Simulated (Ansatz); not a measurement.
Values for one crystal, relaxed and computed with plane-wave PAW r²SCAN (Ansatz code); other levels are named.

- Volume per atom: 29.10 Å³
- Band gap: 1.74 eV (indirect)
- Valence-band maximum: at Γ
- Smallest direct gap on the standard path: 1.78 eV
- Formation energy from the elements (no fitted shifts): -2.21 eV/atom
- Conduction-band minimum: at Y (k = 0.500, 0.000, 0.500 in fractions of the reciprocal vectors)

**Question.** Pick the material that matches.
A. PbSe, rock salt
B. LiGdSe2, R-3m (Li on 3b, Gd on 3a, Se on 6c)
C. Y2Se3, Fddd (Y on 16g, Y on 16g, Se on 16e, Se on 32h)
D. TePb2Se, R-3m (Te on 3b, Pb on 6c, Se on 3a)

**Answer.** C, Y2Se3, Fddd (Y on 16g, Y on 16g, Se on 16e, Se on 32h)

The first step of the workflow began from a Materials Project structure, measured or hypothetical; the Crystallography Open Database copy checked does not list it. Whether it is the stable phase at ambient conditions was not checked. Symmetry was held in the r²SCAN relaxation; whether a distortion lowers the energy is not shown. No spin polarisation was allowed. The references are the lowest solids computed at this level, not always the standard phases. Spin–orbit coupling is left out wherever it is not named.

Potentials: the later of the program's two PAW sets.
